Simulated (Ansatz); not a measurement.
KLiBr2, ordered on the rocksalt lattice (R-3m) with 4 atoms a cell at its r2SCAN geometry, run in Ansatz 0.2.0 at 3 levels of theory. These are computed values for a non-magnetic cell that may be hypothetical; none is a measurement.

The PBE+SOC input:
```yaml
crystal:
  lattice:
    - [2.1090867967, 1.2176818298, 7.1981407372]
    - [-2.1090867967, 1.2176818298, 7.1981407372]
    - [0.0, -2.4353636596, 7.1981407372]
  atoms:
    - { symbol: Li, position: [1.0, 0.0, 0.0] }
    - { symbol: K, position: [0.5, 0.5, 0.5] }
    - { symbol: Br, position: [0.2643297204, 0.2643297204, 0.2643297204] }
    - { symbol: Br, position: [0.7356702796, 0.7356702796, 0.7356702796] }
kpoints:
  mp_grid: { grid: [8, 8, 8] }
  band_path:
    path:
      - [0.0, 0.0, 0.0]
      - [0.5, 0.5, 0.5]
      - [0.8142552068, 0.1857447932, 0.5]
      - [0.5, -0.1857447932, 0.1857447932]
      - [0.5, 0.0, 0.0]
      - [0.3428723966, -0.3428723966, 0.0]
      - [0.6571276034, 0.0, 0.3428723966]
      - [0.5, 0.0, 0.5]
      - [-0.052083, -0.052083, -0.010417]
    npoints: 1
hamiltonian:
  xc: pbe
scf:
  occupations: { method: fixed }
  n_extra_bands: 10
magnetization:
  noncollinear: true
  spin_orbit: true
output:
  forces: true
  stress: true
  eigenvalues: true
```

Main results, then, where recorded, the levels near the gap in eV from the Fermi energy (columns number the bands from 0), one row a point of the path (Γ, T, H₂, H₀, L, S₀, S₂, F, (-0.052, -0.052, -0.010)):
```
Crystal: 4 atoms, lattice volume = 110.917 Å³
Symmetry: 12 space group operations + 12 with time reversal
Magnetic group: BNS 166.98 (UNI 1328)
```
```
Basis set: ecut = 420 eV, 2161 PW (Γ), FFT grids on a1−a3, a2−a3, a3
Bands: 36, of which v1, the nominal top of the filled ones, is band 26 counted from 1 (25 counted from 0)
k-points: 65 of 512
Free energy (F): -7315.990374 eV
Fermi energy:    1.844926 eV
--- Forces (eV/Å), atoms counted from 1 ---
  atom   1  Li      0.00000      0.00000      0.00000
  atom   2  K       0.00000      0.00000      0.00000
  atom   3  Br      0.00000      0.00000      0.04557
  atom   4  Br      0.00000      0.00000    -0.04557
--- Stress (GPa, compression-positive) ---
        0.591765       0.000000       0.000000
        0.000000       0.591765       0.000000
        0.000000       0.000000       0.620573
  P = ⅓ Tr σ = 0.6014 GPa (6.014 kbar)
```
```tsv
band_18	band_19	band_20	band_21	band_22	band_23	band_24	band_25	band_26	band_27	band_28	band_29	band_30	band_31
-0.516	-0.516	-0.314	-0.314	-0.003	-0.003	0.000	0.000	4.253	4.253	5.808	5.808	6.993	6.993
-0.494	-0.494	-0.381	-0.381	-0.194	-0.194	-0.128	-0.128	5.377	5.377	5.757	5.757	6.255	6.255
-1.546	-1.546	-1.156	-1.156	-0.558	-0.558	-0.443	-0.443	6.701	6.701	6.871	6.871	7.874	7.874
-1.546	-1.546	-1.156	-1.156	-0.558	-0.558	-0.443	-0.443	6.701	6.701	6.871	6.871	7.874	7.874
-1.145	-1.145	-0.877	-0.877	-0.633	-0.633	-0.266	-0.266	6.018	6.018	6.987	6.987	7.142	7.142
-1.555	-1.555	-1.169	-1.169	-0.575	-0.575	-0.449	-0.449	6.707	6.707	6.994	6.994	7.784	7.784
-1.555	-1.555	-1.169	-1.169	-0.575	-0.575	-0.449	-0.449	6.707	6.707	6.994	6.994	7.784	7.784
-0.970	-0.970	-0.669	-0.669	-0.653	-0.653	-0.327	-0.327	5.746	5.746	6.062	6.062	6.548	6.548
-0.540	-0.540	-0.327	-0.327	-0.036	-0.036	-0.006	-0.006	4.317	4.317	5.849	5.849	7.011	7.011
```

The PBE+SOC gap is direct at Γ: 4.25 eV.

Task: Another run on the same cell gave
```
Basis set: ecut = 500 eV, 2829 PW (Γ), FFT grids on a1−a3, a2−a3, a3
Bands: 18, of which v1, the nominal top of the filled ones, is band 13 counted from 1 (12 counted from 0)
k-points: 65 of 512
Free energy (F): -7340.581514 eV
Fermi energy:    1.294480 eV
--- Forces (eV/Å), atoms counted from 1 ---
  atom   1  Li      0.00000      0.00000      0.00000
  atom   2  K       0.00000      0.00000      0.00000
  atom   3  Br      0.00000      0.00000    -0.00351
  atom   4  Br      0.00000      0.00000      0.00351
--- Stress (GPa, compression-positive) ---
        0.009155       0.000000       0.000000
        0.000000       0.009155       0.000000
        0.000000       0.000000       0.022881
  P = ⅓ Tr σ = 0.0137 GPa (0.137 kbar)
```
```tsv
band_9	band_10	band_11	band_12	band_13	band_14	band_15
-0.314	0.000	0.000	0.000	5.119	6.660	7.781
-0.202	-0.202	-0.120	-0.120	6.232	6.683	6.980
-1.435	-1.012	-0.385	-0.341	7.414	7.626	8.871
-1.435	-1.012	-0.385	-0.341	7.414	7.626	8.871
-0.906	-0.811	-0.408	-0.186	6.756	7.832	8.068
-1.466	-1.028	-0.409	-0.338	7.428	7.733	8.768
-1.466	-1.028	-0.409	-0.338	7.428	7.733	8.768
-0.742	-0.599	-0.395	-0.269	6.422	6.862	7.492
-0.326	-0.042	-0.008	-0.001	5.180	6.701	7.801
```
Which level of theory and mesh gave it?

Result: It is r2SCAN, on 8×8×8; the blocks that differ from the first input, but for the band path:
```yaml
hamiltonian:
  xc: r2scan
scf:
  occupations: { method: fixed }
  n_extra_bands: 5
```
(magnetization left out)
The r2SCAN gap is direct at Γ: 5.12 eV. The mean stress is close to zero (0.01 GPa).

HSE06. Against the first input these blocks differ (the band path and keys that only write files left aside):
```yaml
kpoints:
  mp_grid: { grid: [6, 6, 6] }
hamiltonian:
  xc: hse06
scf:
  occupations: { method: fixed }
  n_extra_bands: 5
```
(magnetization left out)

```
Basis set: ecut = 420 eV, 2161 PW (Γ), FFT grids on a1−a3, a2−a3, a3
Bands: 18, of which v1, the nominal top of the filled ones, is band 13 counted from 1 (12 counted from 0)
k-points: 32 of 216
Exchange kernel: α = 0.2500, screened, ω = 0.2079 Å⁻¹, Wigner–Seitz truncation, v(0) = 1046.8650 eV·Å³, q-mesh 6×6×6
hybrid outer 1: dexx = +4.537e-3 eV, tail = 1.61e-5 eV
hybrid outer 2: dexx = +2.489e-7 eV, tail = 8.05e-9 eV, Δε = 1.18e-3 eV, ΔF = 4.39e-3 eV/Å
hybrid outer 3: dexx = +1.297e-10 eV, tail = 7.69e-11 eV, Δε = 5.53e-5 eV, ΔF = 1.39e-5 eV/Å
Free energy (F): -7320.236495 eV
Fermi energy:    0.843781 eV
--- Forces (eV/Å), atoms counted from 1 ---
  atom   1  Li      0.00000      0.00000      0.00000
  atom   2  K       0.00000      0.00000      0.00000
  atom   3  Br      0.00000      0.00000      0.03320
  atom   4  Br      0.00000      0.00000    -0.03320
--- Stress (GPa, compression-positive) ---
        0.238270       0.000000       0.000000
        0.000000       0.238270       0.000000
        0.000000       0.000000       0.249680
  P = ⅓ Tr σ = 0.2421 GPa (2.421 kbar)
```
```tsv
band_9	band_10	band_11	band_12	band_13	band_14	band_15
-0.327	-0.007	0.000	0.000	5.591	7.153	8.480
-0.209	-0.209	-0.125	-0.125	6.727	7.140	7.657
-1.529	-1.072	-0.411	-0.364	8.087	8.271	9.384
-1.529	-1.072	-0.411	-0.364	8.087	8.271	9.384
-0.965	-0.862	-0.436	-0.196	7.407	8.361	8.628
-1.563	-1.088	-0.437	-0.361	8.092	8.402	9.282
-1.563	-1.088	-0.437	-0.361	8.092	8.402	9.282
-0.791	-0.644	-0.419	-0.280	7.103	7.399	7.948
-0.340	-0.044	-0.014	0.000	5.655	7.196	8.499
```

HSE06 gives a direct gap of 5.59 eV at Γ. The mean stress, +0.2 GPa, is small, and the program warns that its thresholds are loose for a hybrid's stress.

Small level splittings and stresses of the hybrids carry the error of their coarser meshes.

Totals of different functionals, or with and without spin-orbit coupling, can't be compared.

Only the levels marked +SOC include spin-orbit coupling.
